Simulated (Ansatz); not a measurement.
## Data sheet: TePt (DFT)

TePt:
```xyz
4
Lattice="1.9913 -5.3945 0.0000 1.9913 5.3945 0.0000 0.0000 0.0000 3.8893" Properties=species:S:1:pos:R:3 pbc="T T T"
Te     1.9913    -1.5436     0.9723
Pt     1.9913    -4.2094     0.9723
Te     1.9913     1.5436     2.9169
Pt     1.9913     4.2094     2.9169
```

Space group Cmcm (No. 63); conventional cell a = 3.983 Å, b = 10.789 Å, c = 3.889 Å, α = β = γ = 90.00°.

Method: r²SCAN (plane waves, PAW; program Ansatz). Geometry: relaxed at this level of theory. Other levels are named where they apply.

Cell and energy:

```yaml
volume_per_atom: 20.89 Å³
density: 12.83 g/cm³
Formation energy from the elements (no fitted shifts): -0.10 eV/atom
```

Electronic structure:

```yaml
electronic_character: metallic (no gap)
Density of states at the Fermi level: 0.50 states/eV per atom (mean over ±0.08 eV)
```

Mechanics:

```yaml
Bulk modulus (Birch–Murnaghan fit): 99.9 GPa
Pressure derivative B′: 10.0
```

Charges:

```yaml
bader_charges: Te +0.45, Pt -0.45 e
```

The start of the workflow was typed in or built on a structure type; neither database checked (COD, Materials Project) lists it. COD files the formula under space group No. 166, 194. Its standing as an ambient phase is unchecked. Symmetry was held in the r²SCAN relaxation; whether a distortion lowers the energy is not shown. No spin polarisation was allowed. The references are the lowest solids computed at this level, not always the standard phases. Scalar-relativistic: spin–orbit coupling is off unless named, which matters more the heavier the elements.

Potentials: the later of the program's two PAW sets.
